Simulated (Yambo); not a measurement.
Tl3GaF6 (space group Fm-3m, No. 225), G0W0@LDA in Yambo (2×2×2 mesh, plasmon pole; 7 Ry block, no terminator). The number N of bands in W and G is varied.

```tsv
N	x = 1/N	gap X → X (eV)	shift of the valence edge (eV)
114	0.00877	5.688	-0.654
160	0.00625	5.686	-0.791
217	0.00461	5.705	-0.917
276	0.00362	?	?
```

Basis-set arguments suggest E = E∞ + A x. Fix A and E∞ from the two rows above the withheld one, predict the row at 276 bands, and test the form.

Gap: A = (5.705 − (5.686))/(0.00461 − 0.00625) = -11.6, E∞ = 5.758 eV, so 5.716 eV is predicted; the run gave 5.709 eV (miss 7 meV). The first two rows have slope 0.79, so the form doesn't hold yet over the whole range. Shift: A = (-0.917 − (-0.791))/(0.00461 − 0.00625) = 76.8, E∞ = -1.271 eV, so -0.993 eV is predicted; the run gave -0.990 eV (miss 3 meV). The first two rows have slope 54.4, so the form doesn't hold yet over the whole range. The other settings are held fixed.

The standard potentials for Ga, Tl keep a d shell in the valence without the s and p states of that shell. In tests on such compounds this moved G0W0 gaps by up to about 0.9 eV, so absolute quasiparticle energies here are unreliable; differences between settings are what counts.

Spin-orbit coupling is not included.

Geometry of the Materials Project entry, not relaxed at this level; primitive cell a = 6.3495 Å, b = 6.3495 Å, c = 6.3495 Å, α = 60.00°, β = 60.00°, γ = 60.00°.

The structure is a Materials Project entry; no match was found in the copy of COD used, and its stability was not checked.

A shift is the quasiparticle energy of the state minus its LDA energy.
